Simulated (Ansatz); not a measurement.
This is a relaxation of cell and atoms with Ansatz 0.2.0 on an ordered 8-atom cell of Ga4Sb3N on the zincblende lattice (R3m); the level of theory is PBE. The start is a rough guess from atomic radii.

```yaml
crystal:
  lattice:
    - [1.95642787, 1.1295441574, 12.7793333333]
    - [-1.95642787, 1.1295441574, 12.7793333333]
    - [0.0, -2.2590883148, 12.7793333333]
  atoms:
    - { symbol: "N", position: [0.0, 0.0, 0.0] }
    - { symbol: Sb, position: [0.75, 0.75, 0.75] }
    - { symbol: Sb, position: [0.5, 0.5, 0.5] }
    - { symbol: Sb, position: [0.25, 0.25, 0.25] }
    - { symbol: Ga, position: [0.6875, 0.6875, 0.6875] }
    - { symbol: Ga, position: [0.4375, 0.4375, 0.4375] }
    - { symbol: Ga, position: [0.1875, 0.1875, 0.1875] }
    - { symbol: Ga, position: [0.9375, 0.9375, 0.9375] }
kpoints:
  mp_grid: { grid: [8, 8, 8] }
hamiltonian:
  xc: pbe
scf:
  occupations: { method: fermi_dirac, width: 0.02 }
relax:
  f_tol: 0.005
  cell: {}
```

The trajectory has 12 recorded frames, each with positions in Å and forces in eV/Å. Some frames, the last among them, repeat a geometry solved again on a basis re-selected at its cell; pressure is positive in compression.

Step 1: energy 0.0 meV/atom from step 1, largest force component 4.606 eV/Å, pressure +19.68 GPa
```xyz
8
Lattice="1.9564 1.1295 12.7793 -1.9564 1.1295 12.7793 0.0000 -2.2591 12.7793" Properties=species:S:1:pos:R:3:forces:R:3 pbc="T T T"
N     0.0000    0.0000    0.0000    0.0000    0.0000   -0.0679
Sb    0.0000    0.0000   28.7535    0.0000    0.0000   -0.1494
Sb    0.0000    0.0000   19.1690    0.0000    0.0000   -0.0012
Sb    0.0000    0.0000    9.5845    0.0000    0.0000    0.8080
Ga    0.0000    0.0000   26.3574    0.0000    0.0000   -4.6060
Ga    0.0000    0.0000   16.7729    0.0000    0.0000   -0.1259
Ga    0.0000    0.0000    7.1884    0.0000    0.0000    0.0009
Ga    0.0000    0.0000   35.9419    0.0000    0.0000    4.1414
```

Step 2: energy -314.1 meV/atom from step 1, largest force component 2.841 eV/Å, pressure +8.26 GPa
```xyz
8
Lattice="2.0144 1.1630 13.0739 -2.0144 1.1630 13.0739 0.0000 -2.3260 13.0739" Properties=species:S:1:pos:R:3:forces:R:3 pbc="T T T"
N     0.0000    0.0000    0.0108    0.0000    0.0000   -0.9411
Sb    0.0000    0.0000   29.3469    0.0000    0.0000   -0.7137
Sb    0.0000    0.0000   19.6118    0.0000    0.0000    0.0017
Sb    0.0000    0.0000    9.8795    0.0000    0.0000    0.4188
Ga    0.0000    0.0000   26.7658    0.0000    0.0000   -1.6994
Ga    0.0000    0.0000   17.1381    0.0000    0.0000   -0.2929
Ga    0.0000    0.0000    7.3740    0.0000    0.0000    0.3851
Ga    0.0000    0.0000   36.9545    0.0000    0.0000    2.8414
```

Step 3: energy -381.0 meV/atom from step 1, largest force component 2.389 eV/Å, pressure +5.76 GPa
```xyz
8
Lattice="1.9761 1.1409 13.7129 -1.9761 1.1409 13.7129 0.0000 -2.2818 13.7129" Properties=species:S:1:pos:R:3:forces:R:3 pbc="T T T"
N     0.0000    0.0000   -0.0091    0.0000    0.0000   -1.0208
Sb    0.0000    0.0000   30.6045    0.0000    0.0000    0.0759
Sb    0.0000    0.0000   20.5010    0.0000    0.0000    0.3916
Sb    0.0000    0.0000   10.4117    0.0000    0.0000    0.1645
Ga    0.0000    0.0000   27.9834    0.0000    0.0000   -1.3953
Ga    0.0000    0.0000   17.9889    0.0000    0.0000   -0.5483
Ga    0.0000    0.0000    7.8708    0.0000    0.0000   -0.0564
Ga    0.0000    0.0000   38.9188    0.0000    0.0000    2.3886
```

Step 4: energy -473.1 meV/atom from step 1, largest force component 0.721 eV/Å, pressure +3.19 GPa
```xyz
8
Lattice="2.0172 1.1646 13.6414 -2.0172 1.1646 13.6414 0.0000 -2.3292 13.6414" Properties=species:S:1:pos:R:3:forces:R:3 pbc="T T T"
N     0.0000    0.0000   -0.1101    0.0000    0.0000    0.7210
Sb    0.0000    0.0000   30.3809    0.0000    0.0000    0.0576
Sb    0.0000    0.0000   20.4165    0.0000    0.0000    0.3541
Sb    0.0000    0.0000   10.4599    0.0000    0.0000    0.1501
Ga    0.0000    0.0000   27.6819    0.0000    0.0000   -0.3145
Ga    0.0000    0.0000   17.8432    0.0000    0.0000   -0.4762
Ga    0.0000    0.0000    7.8693    0.0000    0.0000   -0.1024
Ga    0.0000    0.0000   38.9240    0.0000    0.0000   -0.3896
```

Step 5: energy -488.3 meV/atom from step 1, largest force component 0.256 eV/Å, pressure +0.95 GPa
```xyz
8
Lattice="2.0658 1.1927 13.5088 -2.0658 1.1927 13.5088 0.0000 -2.3854 13.5088" Properties=species:S:1:pos:R:3:forces:R:3 pbc="T T T"
N     0.0000    0.0000   -0.0805    0.0000    0.0000    0.0535
Sb    0.0000    0.0000   30.1237    0.0000    0.0000   -0.0151
Sb    0.0000    0.0000   20.2447    0.0000    0.0000    0.0705
Sb    0.0000    0.0000   10.3674    0.0000    0.0000    0.0966
Ga    0.0000    0.0000   27.4298    0.0000    0.0000   -0.2565
Ga    0.0000    0.0000   17.6246    0.0000    0.0000   -0.1880
Ga    0.0000    0.0000    7.7531    0.0000    0.0000    0.0376
Ga    0.0000    0.0000   38.5109    0.0000    0.0000    0.2013
```

Step 6: energy -490.0 meV/atom from step 1, largest force component 0.095 eV/Å, pressure -0.45 GPa
```xyz
8
Lattice="2.0755 1.1983 13.6902 -2.0755 1.1983 13.6902 0.0000 -2.3966 13.6902" Properties=species:S:1:pos:R:3:forces:R:3 pbc="T T T"
N     0.0000    0.0000   -0.0673    0.0000    0.0000    0.0211
Sb    0.0000    0.0000   30.4786    0.0000    0.0000    0.0565
Sb    0.0000    0.0000   20.5022    0.0000    0.0000    0.0949
Sb    0.0000    0.0000   10.5570    0.0000    0.0000   -0.0843
Ga    0.0000    0.0000   27.7562    0.0000    0.0000   -0.0102
Ga    0.0000    0.0000   17.8132    0.0000    0.0000    0.0501
Ga    0.0000    0.0000    7.8970    0.0000    0.0000   -0.0821
Ga    0.0000    0.0000   39.0774    0.0000    0.0000   -0.0459
```

Step 7: energy -490.9 meV/atom from step 1, largest force component 0.034 eV/Å, pressure +0.02 GPa
```xyz
8
Lattice="2.0737 1.1973 13.6059 -2.0737 1.1973 13.6059 0.0000 -2.3945 13.6059" Properties=species:S:1:pos:R:3:forces:R:3 pbc="T T T"
N     0.0000    0.0000   -0.0675    0.0000    0.0000   -0.0063
Sb    0.0000    0.0000   30.3111    0.0000    0.0000   -0.0345
Sb    0.0000    0.0000   20.3906    0.0000    0.0000   -0.0036
Sb    0.0000    0.0000   10.4732    0.0000    0.0000    0.0033
Ga    0.0000    0.0000   27.5858    0.0000    0.0000    0.0320
Ga    0.0000    0.0000   17.7194    0.0000    0.0000    0.0193
Ga    0.0000    0.0000    7.8312    0.0000    0.0000   -0.0046
Ga    0.0000    0.0000   38.8227    0.0000    0.0000   -0.0055
```

Step 8: energy -490.9 meV/atom from step 1, largest force component 0.004 eV/Å, pressure -0.01 GPa
```xyz
8
Lattice="2.0738 1.1973 13.6115 -2.0738 1.1973 13.6115 0.0000 -2.3946 13.6115" Properties=species:S:1:pos:R:3:forces:R:3 pbc="T T T"
N     0.0000    0.0000   -0.0688    0.0000    0.0000    0.0014
Sb    0.0000    0.0000   30.3215    0.0000    0.0000    0.0007
Sb    0.0000    0.0000   20.3988    0.0000    0.0000    0.0007
Sb    0.0000    0.0000   10.4771    0.0000    0.0000   -0.0021
Ga    0.0000    0.0000   27.6000    0.0000    0.0000   -0.0012
Ga    0.0000    0.0000   17.7288    0.0000    0.0000   -0.0037
Ga    0.0000    0.0000    7.8338    0.0000    0.0000    0.0014
Ga    0.0000    0.0000   38.8377    0.0000    0.0000    0.0028
```

Step 9: energy -494.9 meV/atom from step 1, largest force component 0.004 eV/Å, pressure +0.18 GPa
```xyz
8
Lattice="2.0738 1.1973 13.6115 -2.0738 1.1973 13.6115 0.0000 -2.3946 13.6115" Properties=species:S:1:pos:R:3:forces:R:3 pbc="T T T"
N     0.0000    0.0000   -0.0688    0.0000    0.0000    0.0032
Sb    0.0000    0.0000   30.3215    0.0000    0.0000    0.0025
Sb    0.0000    0.0000   20.3988    0.0000    0.0000    0.0014
Sb    0.0000    0.0000   10.4771    0.0000    0.0000   -0.0019
Ga    0.0000    0.0000   27.6000    0.0000    0.0000    0.0003
Ga    0.0000    0.0000   17.7288    0.0000    0.0000   -0.0042
Ga    0.0000    0.0000    7.8338    0.0000    0.0000    0.0008
Ga    0.0000    0.0000   38.8377    0.0000    0.0000   -0.0022
```

Step 10: energy -494.9 meV/atom from step 1, largest force component 0.011 eV/Å, pressure +0.02 GPa
```xyz
8
Lattice="2.0761 1.1986 13.6219 -2.0761 1.1986 13.6219 0.0000 -2.3973 13.6219" Properties=species:S:1:pos:R:3:forces:R:3 pbc="T T T"
N     0.0000    0.0000   -0.0692    0.0000    0.0000   -0.0080
Sb    0.0000    0.0000   30.3448    0.0000    0.0000    0.0105
Sb    0.0000    0.0000   20.4148    0.0000    0.0000    0.0006
Sb    0.0000    0.0000   10.4858    0.0000    0.0000   -0.0019
Ga    0.0000    0.0000   27.6217    0.0000    0.0000   -0.0012
Ga    0.0000    0.0000   17.7412    0.0000    0.0000   -0.0016
Ga    0.0000    0.0000    7.8396    0.0000    0.0000   -0.0005
Ga    0.0000    0.0000   38.8677    0.0000    0.0000    0.0021
```

Step 11: energy -494.9 meV/atom from step 1, largest force component 0.002 eV/Å, pressure 0.00 GPa
```xyz
8
Lattice="2.0763 1.1988 13.6267 -2.0763 1.1988 13.6267 0.0000 -2.3975 13.6267" Properties=species:S:1:pos:R:3:forces:R:3 pbc="T T T"
N     0.0000    0.0000   -0.0709    0.0000    0.0000   -0.0009
Sb    0.0000    0.0000   30.3575    0.0000    0.0000   -0.0018
Sb    0.0000    0.0000   20.4224    0.0000    0.0000    0.0003
Sb    0.0000    0.0000   10.4886    0.0000    0.0000    0.0005
Ga    0.0000    0.0000   27.6318    0.0000    0.0000    0.0000
Ga    0.0000    0.0000   17.7485    0.0000    0.0000    0.0001
Ga    0.0000    0.0000    7.8422    0.0000    0.0000   -0.0005
Ga    0.0000    0.0000   38.8804    0.0000    0.0000    0.0022
```

Step 12: energy -494.9 meV/atom from step 1, largest force component 0.002 eV/Å, pressure 0.00 GPa
```xyz
8
Lattice="2.0763 1.1988 13.6267 -2.0763 1.1988 13.6267 0.0000 -2.3975 13.6267" Properties=species:S:1:pos:R:3:forces:R:3 pbc="T T T"
N     0.0000    0.0000   -0.0709    0.0000    0.0000   -0.0009
Sb    0.0000    0.0000   30.3575    0.0000    0.0000   -0.0018
Sb    0.0000    0.0000   20.4224    0.0000    0.0000    0.0004
Sb    0.0000    0.0000   10.4886    0.0000    0.0000    0.0005
Ga    0.0000    0.0000   27.6318    0.0000    0.0000    0.0000
Ga    0.0000    0.0000   17.7485    0.0000    0.0000    0.0001
Ga    0.0000    0.0000    7.8422    0.0000    0.0000   -0.0005
Ga    0.0000    0.0000   38.8804    0.0000    0.0000    0.0021
```

In 10 steps the volume changed by +20.1 %; between the first SCF and the last, each on a basis chosen for its cell, the energy fell by 495 meV an atom. Final cell: space group R3m (No. 160), trigonal; conventional cell a = 4.153 Å, c = 40.880 Å, 25.44 Å³ an atom. Around N lie 4 Ga at 1.93–2.44 Å; around Sb lie 4 Ga at 2.60–2.73 Å; around Sb lie 4 Ga at 2.62–2.67 Å; around Sb lie 4 Ga at 2.65 Å; around Ga lie 3 N at 2.44 Å and 1 Sb at 2.73 Å; around Ga lie 4 Sb at 2.60–2.67 Å; around Ga lie 4 Sb at 2.62–2.65 Å; around Ga lie 1 N at 1.93 Å and 3 Sb at 2.65 Å.

Command: `ansatz run input.yaml --threads 4 --pin off --max-ram 6451MiB --backend cpu --events-out ev --progress --plain --runs-dir out`. Wall time 5 min on 4 threads of Intel(R) Xeon(R) Processor @ 2.50GHz (Skylake/Cascade Lake), with other jobs on the host, load about 0.9 per core; peak host memory 1 GiB.

Computed, not measured; no magnetism was allowed, and whether the structure is a known phase isn't checked.
